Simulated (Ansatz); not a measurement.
**RhN and the effect of the pressure**

The cell as given:

The structure is cubic, space group Pm-3m (No. 221). The conventional cell has a = 2.666 Å, b = 2.666 Å, c = 2.666 Å, α = 90.00°, β = 90.00°, γ = 90.00°. Rh (site symmetry m-3m) is surrounded by 8 N at 2.31 Å. N (site symmetry m-3m) is surrounded by 8 Rh at 2.31 Å.

The cell comes from a database or a generator and needn't be the stable form of this composition.

Kept alike: task relaxation of cell and atoms; functional PBE; k mesh 10 × 10 × 10; occupations fermi-dirac, width 0.05 eV; no spin polarisation. Program: Ansatz, Ansatz PAW, cutoff 420 eV. The mesh is that of the run's cell of 2 atoms. No spin-orbit coupling.

| pressure, P (GPa) | volume (Å³/atom) |
| --- | --- |
| 0 | 9.947 |
| 2 | 9.874 |
| 5 | 9.770 |
| 10 | 9.608 |
| 20 | 9.327 |
| 30 | 9.085 |

The relaxations keep at least the cell's symmetry (Pm-3m). For a metal such a mesh leaves the last digits unconverged. The runs follow the start's structure, whether or not it is the stable one at these pressures. Ansatz's relaxations hold a Pulay term in the stress (up to 0.5 GPa here). P is the pressure aimed at, which the runs meet within some hundredths to tenths of a GPa.

Task: What does the pressure change here?

Result: The volume falls from 9.947 to 9.085 Å³/atom between 0 and 30 GPa. The volume falls ever more slowly, since the solid stiffens under load. At the pressures aimed at, which the runs meet within some tenths of a GPa, the step from 0 to 5 GPa gives a mean bulk modulus near 278 GPa, the last step 380 GPa.
